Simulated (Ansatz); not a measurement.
Relaxed-ion elastic tensor of Sc₂Si₂O₇ in space group C2/m (No. 12; Pearson symbol mS22) in GPa (Voigt order), r²SCAN in the plane-wave PAW code Ansatz; density 3.39 g/cm³, 11.50 Å³ per atom.

```
 317   107   127   0.0  -4.8   0.0
 107   240   141   0.0  32.7   0.0
 127   141   268   0.0  12.4   0.0
 0.0   0.0   0.0   102   0.0  15.0
-4.8  32.7  12.4   0.0  92.7   0.0
 0.0   0.0   0.0  15.0   0.0  65.8
```

Task: Is the crystal mechanically stable?

Result: Yes: the smallest eigenvalue of C is 60.3 GPa.

Task: Work out the Voigt, Reuss and Hill averages.

Result: K_V = 175, K_R = 171, K_H = 173; G_V = 82.0, G_R = 74.9, G_H = 78.5 GPa.

Task: Give Young's modulus, Poisson's ratio, Pugh's ratio and the universal anisotropy index.

Result: E = 9KG/(3K + G) = 204 GPa; ν = 0.30; K/G = 2.20 (ductile by the Pugh limit of 1.75); A_U = 5G_V/G_R + K_V/K_R − 6 = 0.50.

Task: Estimate the sound speeds and the Debye temperature.

Result: v_l = √((K + 4G/3)/ρ) = 9050 m/s, v_t = √(G/ρ) = 4810 m/s, mean 5380 m/s; Θ = (h/k)(3n/4πV)^(1/3) v_m = 709 K.

Task: How much does each axis shrink under pressure?

Result: Linear compressibilities β_i = Σ_j S_ij (j = 1 to 3): x 1.6, y 2.6, z 1.6 per TPa.

The first step of the workflow began from a Materials Project structure, measured or hypothetical; the Crystallography Open Database files this formula in space group No. 12, but the cells were not matched. Its standing as an ambient phase is unchecked. Symmetry was held in the r²SCAN relaxation; its stability against distortions is not shown here. No spin polarisation was allowed.

Potentials: the later of the program's two PAW sets.
